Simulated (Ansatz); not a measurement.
Property card for ZnNi

ZnNi:
```
CELL_PARAMETERS angstrom
      2.68764     0.00000     0.00000
      0.00000     2.68764     0.00000
      0.00000     0.00000     3.20118
ATOMIC_POSITIONS crystal
  Zn 0.50000 0.50000 0.50000
  Ni 0.00000 0.00000 0.00000
```

Space group P4/mmm (No. 123), L1₀ or tetragonal B2; conventional cell a = 2.688 Å, b = 2.688 Å, c = 3.201 Å, α = 90.00°, β = 90.00°, γ = 90.00°.

Method: r²SCAN (plane waves, PAW; program Ansatz). Structure relaxed to zero pressure with the same functional. Other levels are named where they apply.

**Cell and energy**

```yaml
volume_per_atom: 11.56 Å³
density: 8.91 g/cm³
Formation energy from the elements (no fitted shifts): -252 meV/atom
```

**Electronic structure**

```yaml
electronic_character: metallic (no gap)
Density of states at the Fermi level: 0.27 states/eV per atom (mean over ±0.08 eV)
```

**Magnetism**

```yaml
magnetic_order: non-magnetic (starting moments vanished)
```

**Mechanics**

```yaml
Bulk modulus (Birch–Murnaghan fit): 169 GPa
Pressure derivative B′: 4.8
```

**Charges**

```yaml
bader_charges: Zn +0.23, Ni -0.23 e
```

The workflow started from an entry of the Crystallography Open Database (COD), which files this formula under 3 space groups. Whether it is the stable phase at ambient conditions was not checked. The r²SCAN relaxation kept the symmetry of its start; its stability against distortions is not shown here. The workflow began spin-polarised and lost its moments. The cell computed holds one magnetic atom, so no antiferromagnetic order was within reach. Axis ratios of metals converge slowly with the k-mesh, so a and c are less sure than the volume. The references are the lowest solids computed at this level, not always the standard phases.

Potentials: the later of the program's two PAW sets.
